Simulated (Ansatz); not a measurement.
Input for Ansatz (plane-wave DFT, PAW):

```yaml
crystal:
  lattice:
    - [3.082899424, 0.0, 0.0]
    - [0.0, 3.082899424, 0.0]
    - [0.0, 0.0, 13.6336723653]
  atoms:
    - { symbol: Te, position: [0.0, 0.0, 0.1751711219] }
    - { symbol: Te, position: [0.0, 0.0, 0.5] }
    - { symbol: Te, position: [0.0, 0.0, 0.8248288781] }
    - { symbol: Au, position: [0.0, 0.0, 0.0] }
basis:
  ecutwfc: 420
kpoints:
  mp_grid: { grid: [14, 14, 4] }
hamiltonian:
  xc: pbesol
scf:
  occupations: { method: gaussian, width: 0.1 }
output:
  forces: true
  stress: true
  eigenvalues: true
  populations: true
```

Launched with
```bash
ansatz run input.yaml --threads 1 --pin off --max-ram 1331MiB --backend cpu --events-out ev --progress --plain --runs-dir out
```

Theory: DFT PBEsol, scalar-relativistic, plane waves, PAW (Ansatz 0.2.0).

From the run's log, abridged (final results; tables in files aren't shown):

```
SCF 1 converged in 7 iterations: F = -33710.772556 eV  dr2 = 8.92e-8
SCF converged after 7 iterations
Free energy (F): -33710.772556 eV
Harris-Foulkes:  -33710.772556 eV  (|F-HF|=7.77e-8)
Internal energy: -33710.763288 eV  (E = F + TS)
E sigma→0 (E₀):  -33710.767922 eV
Entropy (-TS):   -0.009268 eV (-2.317 meV/atom)
Fermi energy:    8.959168 eV
--- Per-component energies (eV) ---
  E_band       = -1221.469143
  E_kinetic    = 1152.894311
  E_local      = -10693.407287  (includes V_loc(G=0)·N_el)
  E_nonlocal   = -847.120725
  E_hartree    = 5629.958005
  E_xc         = -598.640376
  E_vxc        = -589.520830  (∫ρ·V_xc dr)
  E_paw        = -23319.683600  (= ΣΔE_a)
  E_vpaw       = -1504.250659  (= ΣTr[D̂ρ^β])
  E_aug_tail   = 0.000889  (compensation charges beyond the density's cutoff)
  E_ewald      = -5036.198428
  E_core_change = 1.433925  (= ΣΔE_core)
  E_smearing   = -0.009268  (= −TS)
--- Forces (eV/Å), atoms counted from 1 ---
  atom   1  Te     0.00000000     0.00000000     3.23657633
  atom   2  Te     0.00000000     0.00000000     0.00000000
  atom   3  Te     0.00000000     0.00000000    -3.23657633
  atom   4  Au     0.00000000     0.00000000     0.00000000
--- Stress (GPa, compression-positive) ---
        0.444130       0.000000       0.000000
        0.000000       0.444130       0.000000
        0.000000       0.000000      17.986466
  P = ⅓ Tr σ = 6.2916 GPa (62.916 kbar)
--- Band table (eV; the first three rows and the last of 108) ---
  k-point 0: bands = ["-96.9521", "-48.7707", "-48.1597", "-48.1597", "-28.3977", "-28.3977", "-28.3047", "-28.3047", "-28.2819", "-28.2640", "-28.2309", "-28.2309", "-28.2298", "-28.2298", "-27.9571", "-27.8656", "-27.7170", "-27.7170", "-27.7050", "-5.0884", "-4.5144", "-3.6823", "2.0806", "2.8735", "3.6436", "4.5007", "4.5007", "4.6281", "5.9035", "6.1664", "10.3037", "10.9893", "10.9893", "11.6936", "11.6936", "11.9027", "11.9027", "14.5735", "14.5944", "15.9369", "16.2281"]
  k-point 1: bands = ["-96.9521", "-48.7707", "-48.1597", "-48.1597", "-28.3977", "-28.3977", "-28.3047", "-28.3047", "-28.2819", "-28.2640", "-28.2309", "-28.2309", "-28.2298", "-28.2298", "-27.9571", "-27.8656", "-27.7170", "-27.7170", "-27.7050", "-5.0880", "-4.5155", "-3.6813", "2.0712", "2.8735", "3.6436", "4.5007", "4.5007", "4.7052", "5.9035", "6.0460", "10.5482", "10.9899", "10.9899", "11.6894", "11.6894", "11.9065", "11.9065", "13.3546", "15.9343", "15.9714", "16.2338"]
  k-point 2: bands = ["-96.9521", "-48.7707", "-48.1597", "-48.1597", "-28.3977", "-28.3977", "-28.3047", "-28.3046", "-28.2819", "-28.2640", "-28.2308", "-28.2308", "-28.2298", "-28.2298", "-27.9571", "-27.8656", "-27.7170", "-27.7170", "-27.7050", "-5.0876", "-4.5166", "-3.6803", "2.0619", "2.8735", "3.6436", "4.5007", "4.5007", "4.7949", "5.9035", "5.9157", "10.8633", "10.9905", "10.9905", "11.6853", "11.6853", "11.9100", "11.9100", "12.7336", "15.9318", "16.2395", "16.7793"]
  k-point 107: bands = ["-96.9494", "-48.7627", "-48.2054", "-48.2054", "-28.3547", "-28.3547", "-28.2603", "-28.2603", "-28.2541", "-28.2541", "-28.2529", "-28.2529", "-28.2334", "-28.2151", "-27.9152", "-27.8205", "-27.7395", "-27.7395", "-27.6549", "-1.5037", "-0.2199", "0.7458", "2.8500", "2.8500", "3.7997", "4.1857", "4.6555", "4.6555", "5.5252", "5.5252", "6.1300", "6.1300", "6.5552", "8.4739", "9.4406", "10.0074", "11.6789", "11.9263", "12.1961", "12.1961", "12.4056"]
--- Löwdin populations: 4 sites ---
  site symbol q [e]
     0     Te     15.9630
     1     Te     16.0308
     2     Te     15.9630
     3     Au     18.7761
  spilling = 0.003988 (of n_electrons = 67.000000)
```

The run converged.

Spin–orbit coupling is left out, which can shift energies with elements as heavy as these. The cell holds layers, and where no dispersion correction was added their binding is poorly described.